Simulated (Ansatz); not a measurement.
BN in the 4H polytype structure at its r2SCAN geometry, run in the plane-wave code Ansatz at 3 levels of theory. The calculation is spin-unpolarised, and the structure need not be a phase that has been made.

The LDA input:
```yaml
crystal:
  lattice:
    - [2.547997649, 0.0, 0.0]
    - [-1.2739988245, 2.2066306928, 0.0]
    - [0.0, 0.0, 8.3753608011]
  atoms:
    - { symbol: B, position: [0.0, 0.0, 0.0003894352] }
    - { symbol: B, position: [0.3333333333, 0.6666666667, 0.2496892] }
    - { symbol: B, position: [0.0, 0.0, 0.5003894352] }
    - { symbol: B, position: [0.6666666667, 0.3333333333, 0.7496892] }
    - { symbol: "N", position: [0.0, 0.0, 0.1869898325] }
    - { symbol: "N", position: [0.3333333333, 0.6666666667, 0.4379315323] }
    - { symbol: "N", position: [0.0, 0.0, 0.6869898325] }
    - { symbol: "N", position: [0.6666666667, 0.3333333333, 0.9379315323] }
kpoints:
  mp_grid: { grid: [12, 12, 4] }
  band_path:
    path:
      - [0.0, 0.0, 0.0]
      - [0.5, 0.0, 0.0]
      - [0.3333333333, 0.3333333333, 0.0]
      - [0.0, 0.0, 0.5]
      - [0.5, 0.0, 0.5]
      - [0.3333333333, 0.3333333333, 0.5]
      - [0.0, 0.5, 0.0]
    npoints: 1
hamiltonian:
  xc: lda
scf:
  occupations: { method: fixed }
  n_extra_bands: 6
output:
  forces: true
  stress: true
  eigenvalues: true
  write_density: true
  write_potential: true
  elf: true
  volumetric_format: npy
```

Main results, then, where recorded, the levels near the gap in eV from the Fermi energy (columns number the bands from 0), one row a point of the path (Γ, M, K, A, L, H, M):
```
Crystal: 8 atoms, lattice volume = 47.090 Å³
Symmetry: 12 space group operations
Space group: P63mc (ITA 186)
```
```
Basis set: ecut = 420 eV, 921 PW (Γ)
k-points: 57 of 576 (time reversal used)
SCF converged after 6 iterations
Free energy (F): -2105.783166 eV
Fermi energy:    11.051248 eV
--- Forces (eV/Å), atoms counted from 1 ---
  atom   1  B       0.00000      0.00000      0.00425
  atom   2  B       0.00000      0.00000    -0.00609
  atom   3  B       0.00000      0.00000      0.00425
  atom   4  B       0.00000      0.00000    -0.00609
  atom   5  N       0.00000      0.00000    -0.00293
  atom   6  N       0.00000      0.00000      0.00479
  atom   7  N       0.00000      0.00000    -0.00293
  atom   8  N       0.00000      0.00000      0.00479
--- Stress (GPa, compression-positive) ---
       -9.375131       0.000000       0.000000
        0.000000      -9.375131       0.000000
        0.000000       0.000000      -9.294504
  P = ⅓ Tr σ = -9.3483 GPa (-93.483 kbar)
```
```tsv
band_13	band_14	band_15	band_16	band_17	band_18
-0.134	0.000	0.000	8.490	8.490	8.644
-3.508	-2.631	-2.041	5.424	5.799	7.937
-4.257	-4.257	-2.972	7.423	7.423	9.552
-0.380	-0.380	-0.380	8.965	8.965	8.965
-3.493	-2.611	-2.611	5.908	5.908	8.303
-3.994	-3.828	-3.828	6.665	6.665	11.139
-3.508	-2.631	-2.041	5.424	5.799	7.937
```

With LDA the valence top lies at Γ and the conduction bottom at M, 5.42 eV higher; the smallest vertical gap, at M, is 7.47 eV.

**Question.** In the first input these blocks are replaced (the band path and keys that only write files left aside):
```yaml
kpoints:
  mp_grid: { grid: [6, 6, 2] }
hamiltonian:
  xc: hse06
```
What comes out?

**Answer.**
```
Basis set: ecut = 420 eV, 921 PW (Γ)
k-points: 14 of 72
Exchange kernel: α = 0.2500, screened, ω = 0.2079 Å⁻¹, Wigner–Seitz truncation, v(0) = 1029.0137 eV·Å³, q-mesh 6×6×2
hybrid outer 1: dexx = +9.247e-3 eV, tail = 2.11e-5 eV
hybrid outer 2: dexx = +3.135e-7 eV, tail = 7.98e-9 eV, Δε = 1.76e-3 eV, ΔF = 4.56e-4 eV/Å
hybrid SCF converged: 2 outer / 11 inner (+2 warm-up)
Free energy (F): -2169.743614 eV
Fermi energy:    10.448835 eV
--- Forces (eV/Å), atoms counted from 1 ---
  atom   1  B       0.00000      0.00000    -0.01604
  atom   2  B       0.00000      0.00000    -0.00253
  atom   3  B       0.00000      0.00000    -0.01604
  atom   4  B       0.00000      0.00000    -0.00253
  atom   5  N       0.00000      0.00000      0.01553
  atom   6  N       0.00000      0.00000      0.00298
  atom   7  N       0.00000      0.00000      0.01553
  atom   8  N       0.00000      0.00000      0.00298
--- Stress (GPa, compression-positive) ---
       -4.296714       0.000000       0.000000
        0.000000      -4.296714       0.000000
        0.000000       0.000000      -4.669792
  P = ⅓ Tr σ = -4.4211 GPa (-44.211 kbar)
```
```tsv
band_13	band_14	band_15	band_16	band_17	band_18
-0.128	0.000	0.000	10.349	10.349	10.511
-3.800	-2.815	-2.204	6.907	7.299	9.598
-4.542	-4.542	-3.207	9.088	9.088	11.261
-0.405	-0.405	-0.405	10.851	10.851	10.851
-3.743	-2.813	-2.813	7.428	7.428	9.963
-4.326	-4.105	-4.105	8.260	8.260	13.008
-3.800	-2.815	-2.204	6.907	7.299	9.598
```
The HSE06 gap is indirect, 6.91 eV (Γ to M), below the direct gap of 9.11 eV at M. The mean pressure is -4.4 GPa (compression positive), so HSE06 would shrink the cell's volume. The stress of a hybrid is loosely converged here.

**Question.** In the first input these blocks are replaced (the band path and keys that only write files left aside):
```yaml
kpoints:
  mp_grid: { grid: [6, 6, 2] }
hamiltonian:
  xc: pbe0
```
What comes out?

**Answer.**
```
Basis set: ecut = 420 eV, 921 PW (Γ)
k-points: 14 of 72
hybrid outer 1: dexx = +1.183e-2 eV, tail = 2.94e-5 eV
hybrid outer 2: dexx = +5.550e-7 eV, tail = 1.53e-8 eV, Δε = 2.46e-3 eV, ΔF = 1.82e-3 eV/Å
hybrid SCF converged: 2 outer / 10 inner (+2 warm-up)
Free energy (F): -2170.192268 eV
Fermi energy:    10.062277 eV
--- Forces (eV/Å), atoms counted from 1 ---
  atom   1  B       0.00000      0.00000    -0.01565
  atom   2  B       0.00000      0.00000    -0.00189
  atom   3  B       0.00000      0.00000    -0.01565
  atom   4  B       0.00000      0.00000    -0.00189
  atom   5  N       0.00000      0.00000      0.01516
  atom   6  N       0.00000      0.00000      0.00232
  atom   7  N       0.00000      0.00000      0.01516
  atom   8  N       0.00000      0.00000      0.00232
--- Stress (GPa, compression-positive) ---
       -4.215326       0.000000       0.000000
        0.000000      -4.215326       0.000000
        0.000000       0.000000      -4.587888
  P = ⅓ Tr σ = -4.3395 GPa (-43.395 kbar)
```
```tsv
band_13	band_14	band_15	band_16	band_17	band_18
-0.124	0.000	0.000	11.120	11.120	11.282
-3.813	-2.824	-2.213	7.677	8.072	10.375
-4.559	-4.559	-3.218	9.864	9.864	12.043
-0.407	-0.407	-0.407	11.627	11.627	11.627
-3.760	-2.825	-2.825	8.201	8.201	10.741
-4.344	-4.119	-4.119	9.031	9.031	13.796
-3.813	-2.824	-2.213	7.677	8.072	10.375
```
With PBE0 the valence top lies at Γ and the conduction bottom at M, 7.68 eV higher; the smallest vertical gap, at M, is 9.89 eV. The mean pressure is -4.3 GPa (compression positive), so PBE0 would shrink the cell's volume. The stress of a hybrid is loosely converged here.

The hybrids run on coarser meshes, which limits their stresses and small splittings of levels.

Totals of different functionals can't be compared.

The meshes of the hybrids are coarse, so their gaps aren't converged to the digits shown.
